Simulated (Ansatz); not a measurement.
An elastic tensor (GPa, Voigt order, standard axes) from LDA (plane waves, PAW; program Ansatz):

```
24.5  17.2  17.2   0.0   0.0   0.0
17.2  24.5  17.2   0.0   0.0   0.0
17.2  17.2  24.5   0.0   0.0   0.0
 0.0   0.0   0.0  16.4   0.0   0.0
 0.0   0.0   0.0   0.0  16.4   0.0
 0.0   0.0   0.0   0.0   0.0  16.4
```

Task: Which compound is it?
A. Ca, fcc (Cu type)
B. V, bcc (W type)
C. Rb, bcc (W type)

Result: A, Ca, fcc (Cu type)

Space group Fm-3m (fcc (Cu type)). Symmetry was held in the LDA relaxation. As this level gives no gap, shear constants depend on the k-mesh and smearing (Fermi–Dirac, 0.1 eV here).

Potentials: the later of the program's two PAW sets.
